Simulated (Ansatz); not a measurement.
# Sr4Ti3Nb2O15 — coordination and Ti-47 quadrupole coupling

Cell: a Materials Project structure (computed, not necessarily an observed phase), taken as it stands.

Space group R-3m:H (No. 166); a = 5.6184, c = 34.5204 Å, γ = 120.00°.

```csv
site,Wyckoff,site symmetry,x,y,z
Sr1,6c,3m,0.0000,0.0000,0.4010
Sr2,6c,3m,0.0000,0.0000,0.8013
Ti5,6c,3m,0.0000,0.0000,0.1003
Ti6,3b,-3m,0.0000,0.0000,0.5000
Nb,6c,3m,0.0000,0.0000,0.2997
O10,18h,.m,0.1637,0.8363,0.7361
O12,9e,.2/m,0.1667,0.8333,0.3333
O13,18h,.m,0.8335,0.1665,0.4669
```

One atom of each set is listed; the run and its k-mesh use a cell of 24 atoms with edges of 11.96, 11.96, 11.96 Å.

Computed with Ansatz: DFT, PBE, plane waves and PAW, scalar-relativistic, 420 eV cutoff, Γ-centred 5×5×5 k-points, Fermi–Dirac smearing 0.02 eV.

Q(Ti-47) = 302.0 mb.

(1) Order the Ti environments from the weakest to the strongest quadrupole coupling.
A. Ti5: 6 O at 1.97–1.99 Å
B. Ti6: 6 O at 1.98 Å

Answers

(1) B (0.884 MHz, η = 0.00), A (6.48 MHz, η = 0.00).

An axis of threefold or higher order runs through Ti6 and Ti5, so V_zz lies along it and η is zero. Like point charges on the first shell alone (each adding as 1/d³) would give the same order.

The largest force is 0.3 eV/Å, so the atoms aren't at the calculated equilibrium and relaxing them would move these values.
